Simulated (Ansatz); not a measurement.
Diamond alloy of Si and Ge (36 of 64 Si sites exchanged), 64 atoms

Ansatz, PAW, plane waves. PBEsol relaxation of volume and atoms (shape held) at the single k point (½, ½, ½); single points on the relaxed atoms at the Γ point alone, onto which points of the small cell's zone fold. Arrangement: random. No spin–orbit coupling unless named.

Relaxed structure:

```cif
data_structure
_symmetry_space_group_name_H-M 'P 1'
_symmetry_Int_Tables_number 1
_cell_length_a 11.1268
_cell_length_b 11.1268
_cell_length_c 11.1268
_cell_angle_alpha 90.000
_cell_angle_beta 90.000
_cell_angle_gamma 90.000
_cell_volume 1377.55
loop_
_atom_site_label
_atom_site_type_symbol
_atom_site_fract_x
_atom_site_fract_y
_atom_site_fract_z
_atom_site_occupancy
Si1 Si 0.00238 0.00055 0.00172 1
Si2 Si 0.99652 0.49845 0.00261 1
Si3 Si 0.99728 0.49994 0.49877 1
Si4 Si 0.12311 0.12280 0.12527 1
Si5 Si 0.62716 0.12689 0.12800 1
Si6 Si 0.62371 0.12659 0.62622 1
Si7 Si 0.24876 0.75387 0.50025 1
Si8 Si 0.74812 0.25130 0.00272 1
Si9 Si 0.75230 0.75147 0.49826 1
Si10 Si 0.37445 0.87725 0.12651 1
Si11 Si 0.37439 0.87243 0.62371 1
Si12 Si 0.87412 0.37429 0.12279 1
Si13 Si 0.87369 0.37860 0.62358 1
Si14 Si 0.87245 0.87418 0.62247 1
Si15 Si 0.74876 0.00294 0.25194 1
Si16 Si 0.74999 0.49674 0.74955 1
Si17 Si 0.37655 0.12464 0.37261 1
Si18 Si 0.87269 0.12360 0.37376 1
Si19 Si 0.87687 0.62687 0.37752 1
Si20 Si 0.99966 0.75032 0.25516 1
Si21 Si 0.50101 0.24561 0.25030 1
Si22 Si 0.50455 0.24952 0.75079 1
Si23 Si 0.49853 0.75161 0.74667 1
Si24 Si 0.12040 0.37543 0.37639 1
Si25 Si 0.12523 0.87250 0.37528 1
Si26 Si 0.12288 0.87747 0.87699 1
Si27 Si 0.62843 0.37178 0.87308 1
Si28 Si 0.62899 0.87718 0.37602 1
Ge1 Ge 0.99683 0.99655 0.49623 1
Ge2 Ge 0.50124 0.00142 0.00455 1
Ge3 Ge 0.50018 0.00017 0.50062 1
Ge4 Ge 0.50254 0.49696 0.99747 1
Ge5 Ge 0.50079 0.50114 0.50076 1
Ge6 Ge 0.12352 0.12371 0.62310 1
Ge7 Ge 0.11956 0.62536 0.12647 1
Ge8 Ge 0.12372 0.62651 0.62074 1
Ge9 Ge 0.62543 0.62524 0.12603 1
Ge10 Ge 0.62832 0.62754 0.62637 1
Ge11 Ge 0.24749 0.24744 0.00182 1
Ge12 Ge 0.25041 0.24995 0.49586 1
Ge13 Ge 0.24876 0.75380 0.00130 1
Ge14 Ge 0.75131 0.24832 0.50190 1
Ge15 Ge 0.75096 0.75069 0.99995 1
Ge16 Ge 0.37611 0.37160 0.12777 1
Ge17 Ge 0.37741 0.37257 0.62723 1
Ge18 Ge 0.87714 0.87794 0.12923 1
Ge19 Ge 0.24869 0.99965 0.25072 1
Ge20 Ge 0.25043 0.99652 0.74992 1
Ge21 Ge 0.24671 0.49887 0.25297 1
Ge22 Ge 0.24903 0.50095 0.74986 1
Ge23 Ge 0.74894 0.00032 0.74700 1
Ge24 Ge 0.75458 0.50032 0.25083 1
Ge25 Ge 0.37752 0.12602 0.87405 1
Ge26 Ge 0.37241 0.62883 0.37752 1
Ge27 Ge 0.37653 0.62797 0.87329 1
Ge28 Ge 0.87406 0.12525 0.87908 1
Ge29 Ge 0.87453 0.62045 0.87479 1
Ge30 Ge 0.99780 0.24898 0.24909 1
Ge31 Ge 0.99694 0.25317 0.74875 1
Ge32 Ge 0.99836 0.75293 0.74993 1
Ge33 Ge 0.50035 0.75502 0.25149 1
Ge34 Ge 0.12210 0.37729 0.87818 1
Ge35 Ge 0.62454 0.37246 0.37348 1
Ge36 Ge 0.62216 0.87432 0.87299 1
```

(1) What are the mean bond lengths by pair (pairs within 1.2 times the sum of covalent radii, less contacts 15 % beyond the pair's median; cation–cation pairs of compounds aside; long ionic contacts are cut short by that bound)?

(2) What gap lies between the top filled and the lowest empty level in the single points?

Results:

(1) Ge–Ge 2.442 ± 0.008 Å (standard deviation, 42 bonds); Ge–Si 2.405 ± 0.008 Å (standard deviation, 60 bonds); Si–Si 2.367 ± 0.009 Å (standard deviation, 26 bonds).

(2) HSE06 1.17 eV (37 s on NVIDIA GB300). An indirect band minimum needn't fold onto Γ of this cell; where it doesn't, these gaps are too wide.
